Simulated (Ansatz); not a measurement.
With the program Ansatz at the PBEsol level (PAW), TiSi$_{2}$ in the orthorhombic phase (Cmcm; Ti on 4c, Si on 4c, Si on 4c) relaxes to a = 3.515 Å, b = 13.344 Å, c = 3.557 Å. Its formation energy from the elements is -0.67 eV/atom, with no fitted shifts.

Electronic character: metallic (no gap).

The bulk modulus is 137 GPa. The highest mode at Γ lies at 13.95 THz.

The PBEsol relaxation kept the symmetry of its start. No spin polarisation was allowed. As this level gives no gap, phonon frequencies hold no LO–TO term and depend on the k-mesh and smearing (Fermi–Dirac, 0.1 eV here). The references are the lowest solids computed at this level, not always the standard phases.

Potentials: the earlier of the program's two PAW sets. The files were generated under PBE; for other functionals the program regenerates the frozen cores, and for LDA and PBEsol the local potential too.
